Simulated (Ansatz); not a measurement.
### Question
Name crystals whose computed values (DFT-HSE06 in the program Ansatz with PAW potentials) fall in these windows: gap (eV) 3.7 to 4.9; B₀ by P(V) fit (GPa) 170 to 230.

### Answer


| crystal | gap (eV) | B₀ by P(V) fit (GPa) |
|---|---|---|
| AlN, zinc blende | 4.56 | 212 |
| NiO, rock salt | 4.51 | 211 |
Others may fit too.

Spin orders computed, not proven ground states: NiO, rock salt antiferromagnetic. All cells were relaxed under the symmetry of their starts (and spin orders); stability against distortions was not tested throughout.

Potentials: the later of the program's two PAW sets.
